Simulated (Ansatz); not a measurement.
TiN (rock salt)

```xyz
2
Lattice="0.0000 2.1235 2.1235 2.1235 0.0000 2.1235 2.1235 2.1235 0.0000" Properties=species:S:1:pos:R:3 pbc="T T T"
N      0.0000     0.0000     0.0000
Ti     2.1235     2.1235     2.1235
```

The slice is a {100} plane (indices of the conventional cell) through the point (0.500, 0.500, 0.500) (fractional), spanned by u = [100] and v = [0 1 -1] in vectors of this cell: u (3.00 Å) and v (3.00 Å, at 90° to u). It covers one period; positions are fractions (u, v).

Method: PBE (plane waves to 420 eV, PAW, scalar-relativistic; Ansatz, a first-principles code). k mesh 19×19×19. Inside the PAW spheres the values are not all-electron values, and peaks at nuclei hang on which shells count as valence. TiN is run without spin polarisation. TiN was relaxed with its symmetry unable to fall.

Three fields on this plane, each scaled to ten steps between its own extremes (0 low, 9 high; the total valence density on a logarithmic scale, the potential cut 8 eV below its top; x marks points blanked near nuclei; v = 0 in the bottom row):

Map A
```
|xxxxxx941000149xxxxx|
|xxxxxx843222348xxxxx|
|xxxxxx755555557xxxxx|
|xxxxx97889998879xxxx|
|xxxx989xxxxxxx989xxx|
|998779xxxxxxxxx97789|
|34458xxxxxxxxxxx8544|
|11358xxxxxxxxxxx8531|
|00259xxxxxxxxxxx9520|
|00259xxxxxxxxxxx9520|
|00259xxxxxxxxxxx9520|
|11358xxxxxxxxxxx8531|
|34458xxxxxxxxxxx8544|
|998779xxxxxxxxx97789|
|xxxx989xxxxxxx989xxx|
|xxxxx97889998879xxxx|
|xxxxxx755555557xxxxx|
|xxxxxx843222348xxxxx|
|xxxxxx941000149xxxxx|
|xxxxxx931000139xxxxx|
```

Map B
```
|xxxxxx100111001xxxxx|
|xxxxxx001333100xxxxx|
|xxxxxx014666410xxxxx|
|xxxxx01479997410xxxx|
|xxxx014xxxxxxx410xxx|
|110014xxxxxxxxx41001|
|00014xxxxxxxxxxx4100|
|00147xxxxxxxxxxx7410|
|01369xxxxxxxxxxx9631|
|11369xxxxxxxxxxx9631|
|01369xxxxxxxxxxx9631|
|00147xxxxxxxxxxx7410|
|00014xxxxxxxxxxx4100|
|110014xxxxxxxxx41001|
|xxxx014xxxxxxx410xxx|
|xxxxx01479997410xxxx|
|xxxxxx014666410xxxxx|
|xxxxxx001333100xxxxx|
|xxxxxx100111001xxxxx|
|xxxxxx100010001xxxxx|
```

Map C
```
|xxxxxx026999620xxxxx|
|xxxxxx037999730xxxxx|
|xxxxxx057999750xxxxx|
|xxxxx02578887520xxxx|
|xxxx014xxxxxxx410xxx|
|000024xxxxxxxxx42000|
|12355xxxxxxxxxxx5532|
|66777xxxxxxxxxxx7776|
|89998xxxxxxxxxxx8999|
|99998xxxxxxxxxxx8999|
|89998xxxxxxxxxxx8999|
|66777xxxxxxxxxxx7776|
|12355xxxxxxxxxxx5532|
|000024xxxxxxxxx42000|
|xxxx014xxxxxxx410xxx|
|xxxxx02578887520xxxx|
|xxxxxx057999750xxxxx|
|xxxxxx037999730xxxxx|
|xxxxxx026999620xxxxx|
|xxxxxx016898610xxxxx|
```

Q: Assign the maps to these fields: electron localisation function (ELF); valence electron density; electrostatic potential energy of an electron, from the cell's mean.

A: A is the valence electron density; B is the electron localisation function (ELF); C is the electrostatic potential energy of an electron, from the cell's mean.
